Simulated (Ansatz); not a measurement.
An Ansatz (a first-principles code) run. Input:

Ansatz 0.2 input:
```yaml
crystal:
  lattice:
    - [1.2220157723, 0.9460052302, -5.2673787307]
    - [1.219780807, -5.350226143, 0.0]
    - [-3.1414439716, 0.0, 0.0]
  atoms:
    - { symbol: Li, position: [0.6523811534, 0.8475695092, 0.0000853535] }
    - { symbol: Li, position: [0.3476188466, 0.1524304908, 0.9999146465] }
    - { symbol: H, position: [0.7557576708, 0.5191109825, 0.3564808284] }
    - { symbol: H, position: [0.2442423292, 0.4808890175, 0.6435191716] }
    - { symbol: H, position: [0.9809560615, 0.7441649779, 0.6435769171] }
    - { symbol: H, position: [0.0190439385, 0.2558350221, 0.3564230829] }
    - { symbol: H, position: [0.7383551655, 0.2385568372, 0.8156932818] }
    - { symbol: H, position: [0.2616448345, 0.7614431628, 0.1843067182] }
    - { symbol: O, position: [0.793260089, 0.7068192787, 0.5001902426] }
    - { symbol: O, position: [0.206739911, 0.2931807213, 0.4998097574] }
    - { symbol: O, position: [0.7153735077, 0.2154836201, 0.1011213735] }
    - { symbol: O, position: [0.2846264923, 0.7845163799, 0.8988786265] }
kpoints:
  mp_grid: { grid: [5, 5, 9] }
hamiltonian:
  xc: r2scan
  dispersion: d4
  pseudopotentials: { kind: paw }
scf:
  occupations: { method: fixed }
checkpoint: { read: static.run }
output: { write_density: true, elf: true, volumetric_format: npy }
basis: { fft_grid_basis: typed }
```

Output (shortened):

```
Pseudopotential: Li, paw, valence charge 3
Pseudopotential: H, paw, valence charge 1
Pseudopotential: O, paw, valence charge 6
Functional definition: r2SCAN
Crystal: 12 atoms, lattice volume = 88.531 Å³
Basis set: ecut = 500 eV, 2251 PW (Γ), exchange–correlation on 180×180×96 points (64 copies of the dense FFT grid, shifted against one another)
Bands: 30, of which v1, the nominal top of the filled ones, is band 18 counted from 1 (17 counted from 0)
Symmetry: 2 space group operations
Space group: P-1 (ITA 2), of the structure as read, at distance tolerance 4.5e-5 Å
k-points: 113 of 225
Stability of the state it starts from, as read at its close in the unpolarized treatment …
iter 1 solved again at ethr=1.97e-7 eV; its pass at ethr=3.10e-3 eV (dr2=7.11e-5 eV) is discarded
SCF iter   1: F=—  HF=-2786.489720 eV  |F-HF|=—  |Δ(HF+E_count)|=         —  Δρ=1.15e-6  dr2=4.97e-10  dr2_τ=1.00e-10  ethr=1.97e-7  ⟨swp⟩=3.0  Hψ=21365  notcnv=0  defer=1129
preconditioner: auto → none
SCF iter   2: F=-2786.489720 eV  HF=-2786.489720 eV  |F-HF|=4.41e-10  |Δ(HF+E_count)|=   4.89e-8  Δρ=9.93e-7  dr2=5.71e-10  dr2_τ=1.29e-10  ethr=1.38e-12  ⟨swp⟩=11.1  Hψ=20337  notcnv=0
SCF 1 converged in 2 iterations: F = -2786.489720 eV  dr2 = 5.71e-10
SCF converged after 2 iterations
Free energy (F): -2786.489720 eV
Harris-Foulkes:  -2786.489720 eV  (|F-HF|=4.41e-10)
Internal energy: -2786.489720 eV  (E = F + TS)
E sigma→0 (E₀):  -2786.489720 eV
Fermi energy:    -0.184320 eV
--- Per-component energies (eV) ---
  E_band       = -399.008439
  E_kinetic    = 838.631478
  E_local      = -2145.811536  (includes V_loc(G=0)·N_el)
  E_nonlocal   = 134.519662
  E_hartree    = 729.451753
  E_xc         = -369.609985
  E_vxc        = -534.143786  (∫ρ·V_xc dr)
  E_paw        = -689.302775  (= ΣΔE_a)
  E_vpaw       = -186.996392  (= ΣTr[D̂ρ^β])
  E_aug_tail   = 0.001379  (compensation charges beyond the density's cutoff)
  E_vtau       = 35.888078  (kinetic-family band-sum trace: ∫τ·v_τ [+ j·A + Jᵃ·Aᵃ] dr)
  E_ewald      = -1283.956876
  E_disp       = -0.285055  (pairwise vdW)
  E_core_change = -0.127764  (= ΣΔE_core)
  E_smearing   =  0.000000  (= −TS)
  E_closure    =  0.000000  (closes the sum)
  Σ components = -2786.489720   (vs F -2786.489720, Δ=0.00e0)
  [band-id]    e_kinetic+e_local+e_nonlocal+2·e_hartree+e_vxc+e_vpaw+e_augmentation_tail+e_vtau = -399.007612   (vs E_band -399.008439, Δ=8.26e-4)
--- Band table (eV; the first three rows and the last of 113) ---
  k-point 0: bands = ["-43.1627", "-43.1336", "-20.1850", "-19.7789", "-18.2615", "-18.0448", "-7.2022", "-6.7366", "-4.7791", "-4.0767", "-3.4982", "-3.3355", "-1.2045", "-1.1539", "-0.8477", "-0.5586", "-0.5085", "-0.3441", "5.3587", "8.2819", "9.6915", …
  k-point 1: bands = ["-43.1618", "-43.1328", "-20.1563", "-19.7681", "-18.2394", "-18.0149", "-7.1451", "-6.7464", "-4.7333", "-4.0462", "-3.7340", "-3.6024", "-1.3574", "-1.3132", "-0.8613", "-0.6629", "-0.4608", "-0.3916", "5.7688", "8.6698", "9.9293", …
  k-point 2: bands = ["-43.1595", "-43.1307", "-20.0826", "-19.7405", "-18.1783", "-17.9420", "-6.9956", "-6.7710", "-4.6551", "-4.2614", "-4.2109", "-3.9663", "-1.7211", "-1.6683", "-0.9196", "-0.8279", "-0.4663", "-0.4472", "6.7694", "9.5581", "10.4458", …
  k-point 112: bands = ["-43.1616", "-43.1330", "-20.0927", "-19.8018", "-18.2562", "-18.0669", "-7.0074", "-6.6471", "-4.5838", "-3.8794", "-3.6997", "-3.5222", "-1.4591", "-1.3556", "-1.1701", "-1.0017", "-0.7816", "-0.4994", "6.7796", "8.1521", "9.2968", …
```

Cost: very roughly 30 core-seconds on shared cores.

Space group C2/m. The workflow started from a Materials Project entry (that database holds measured and hypothetical structures alike); the Crystallography Open Database files this formula in space group No. 12, but the cells were not matched. Whether it is the stable phase at ambient conditions was not checked. Symmetry was held in the r²SCAN+D4 relaxation; its stability against distortions is not shown here. Point labels and valley counts follow the cell and symmetry of the run, lower than the named group.

Potentials: the later of the program's two PAW sets.

Ansatz is a plane-wave DFT program.
